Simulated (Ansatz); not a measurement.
**TiSb$_{2}$: enthalpy under pressure, worked through**

Method: DFT PBEsol, scalar-relativistic, plane waves, PAW in Ansatz 0.2.0. Settings: 420 eV cutoff, 8×8×8 k-mesh, Gaussian smearing of 0.10 eV, no spin polarisation.

Starting point, cell and atoms relaxed:

```
Ti Sb
1.0
    -3.31752    3.31752    2.85703
     3.31752   -3.31752    2.85703
     3.31752    3.31752   -2.85703
Ti Sb
2 4
Direct
  0.25000 0.25000 0.00000
  0.75000 0.75000 0.00000
  0.65300 0.15300 0.80601
  0.15300 0.34700 0.50000
  0.34700 0.84700 0.19399
  0.84700 0.65300 0.50000
```

Cell and atoms were relaxed at each target pressure within the start's symmetry (I4/mcm), at zero temperature; other phases can be more stable under pressure. H = E + PV with P the target; E is the free energy at the smearing used, whose derivative the pressure is, per atom and counted from zero pressure. The mesh named is that at zero pressure; some other pressures ran on another.

```tsv
P (GPa)	V (Å³/atom)	E − E0 (meV)	H − H0 (meV)
0	20.963	0.0	0.0
1	20.757	0.6	130.2
4	20.194	9.3	513.5
12	19.020	66.4	1490.9
25	17.656	220.0	2974.9
50	15.942	610.7	5585.7
90	14.259	1328.7	9338.7
```

Problem. Thermodynamics gives dH/dP = V along a relaxed path. Integrate V over P by the trapezoid rule and compare with the computed enthalpies.

Solution. With 1 eV/Å³ = 160.22 GPa, each step adds the mean volume times ΔP / 160.22:
| P (GPa) | ∫V dP (meV) | H − H0 (meV) | difference (meV) |
| --- | --- | --- | --- |
| 1 | 130.2 | 130.2 | 0.0 |
| 4 | 513.6 | 513.5 | 0.1 |
| 12 | 1492.6 | 1490.9 | 1.7 |
| 25 | 2980.5 | 2974.9 | 5.6 |
| 50 | 5601.8 | 5585.7 | 16.1 |
| 90 | 9371.8 | 9338.7 | 33.1 |

V(P) curves upward, so the trapezoid rule runs high; integrating a smooth curve through the same points (P as a polynomial of degree 4 in ln V) puts that excess at about 33.1 meV at 90 GPa, against the 33.1 meV found.

Problem. At 90 GPa, how much of the enthalpy change is stored energy and how much is the PV term?

Solution. E rises by 1329 meV/atom and PV is 90 × 14.259 / 160.22 = 8010 meV/atom, so PV makes 86 % of ΔH. So between rival structures at high pressure a small difference in volume can outweigh the difference in energy: 1 % of this volume is worth 80.1 meV/atom at this pressure.

Problem. What bulk modulus do the lowest pressures give?

Solution. From the pressures that the runs reached, -1.01 GPa (21.181 Å³) and 0.99 GPa (20.757 Å³), B = −ΔP/Δln V = 2.00 / 0.0202 = 98 GPa, a mean over that range.